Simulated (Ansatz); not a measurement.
The cell below belongs to a search over invented structures; it isn't taken from experiment.

Input and command of a plane-wave DFT calculation in Ansatz:

```yaml
crystal:
  lattice:
    - [-1.6415184358, 1.6415184358, 9.1840046421]
    - [1.6415184358, -1.6415184358, 9.1840046421]
    - [1.6415184358, 1.6415184358, -9.1840046421]
  atoms:
    - { symbol: Ta, position: [0.6131857301, 0.6131857301, 0.0] }
    - { symbol: Ta, position: [0.3868142699, 0.3868142699, 0.0] }
    - { symbol: Ta, position: [0.0, 0.0, 0.0] }
    - { symbol: Ta, position: [0.2040264177, 0.2040264177, 0.0] }
    - { symbol: Ta, position: [0.7959735823, 0.7959735823, 0.0] }
    - { symbol: "N", position: [0.5, 0.5, 0.0] }
basis:
  ecutwfc: 420
kpoints:
  mp_grid: { grid: [14, 14, 14] }
hamiltonian:
  xc: pbe
scf:
  occupations: { method: gaussian, width: 0.1 }
output:
  forces: true
  stress: true
  eigenvalues: true
relax:
  adjacent_minimum: "off"
  f_tol: 0.01
  max_steps: 30
  cell: { stress_tol: 0.1, fix: [volume] }
```

```bash
ansatz run input.yaml --threads 1 --pin off --max-ram 2560MiB --backend cpu --events-out ev --progress --plain --runs-dir out
```

Processor: Intel(R) Xeon(R) Platinum 8488C (Sapphire Rapids), 1 thread, on a host shared with other jobs.

Problem. How long does it run, and how much memory does it take?

Solution. About 2.9 min, peak memory 0.96 GiB. It solves 42 bands at 244 k points (after reduction by symmetry) with about 1947 plane waves, in 29 SCF iterations over 5 ionic steps.
